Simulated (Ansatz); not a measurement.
MoRu:
```xyz
2
Lattice="2.7756 0.0000 0.0000 0.0000 2.7756 0.0000 0.0000 0.0000 3.8432" Properties=species:S:1:pos:R:3 pbc="T T T"
Ru     0.0000     0.0000     0.0000
Mo     1.3878     1.3878     1.9216
```

Relaxed with PBE. Special points in fractions of this cell's reciprocal vectors: Γ (0.000, 0.000, 0.000); X (0.000, 0.500, 0.000); M (0.500, 0.500, 0.000); Z (0.000, 0.000, 0.500); R (0.000, 0.500, 0.500); A (0.500, 0.500, 0.500).

Task: List the band energies nearest the Fermi level at these points for PBE with spin–orbit coupling in the plane-wave PAW code Ansatz.

Result: In eV from the Fermi level; about four levels below and three above (degenerate sets whole), none deeper than 8.9 eV; points with the same levels are listed once.

```json
[
 {"k": "Γ", "below": "-1.77 -1.77 -1.37 -1.37", "above": "0.37 0.37 1.08 1.08"},
 {"k": "X", "below": "-1.03 -1.03 -0.21 -0.21", "above": "0.41 0.41 1.72 1.72"},
 {"k": "M", "below": "-5.04 -5.04 -5.01 -5.01", "above": "2.05 2.05 2.20 2.20"},
 {"k": "Z", "below": "-0.58 -0.58 -0.49 -0.49", "above": "0.18 0.18 0.70 0.70"},
 {"k": "R", "below": "-1.87 -1.87 -1.18 -1.18", "above": "1.21 1.21 1.49 1.49"},
 {"k": "A", "below": "-2.27 -2.27 -0.39 -0.39", "above": "1.47 1.47 2.07 2.07"}
]
```

Space group P4/mmm (L1₀ or tetragonal B2). The start of the workflow was typed in or built on a structure type; neither database checked (COD, Materials Project) lists it. Whether it is the stable phase at ambient conditions was not checked. The PBE relaxation kept the symmetry of its start; whether a distortion lowers the energy is not shown. The run is not spin-polarised.

Potentials: the later of the program's two PAW sets.
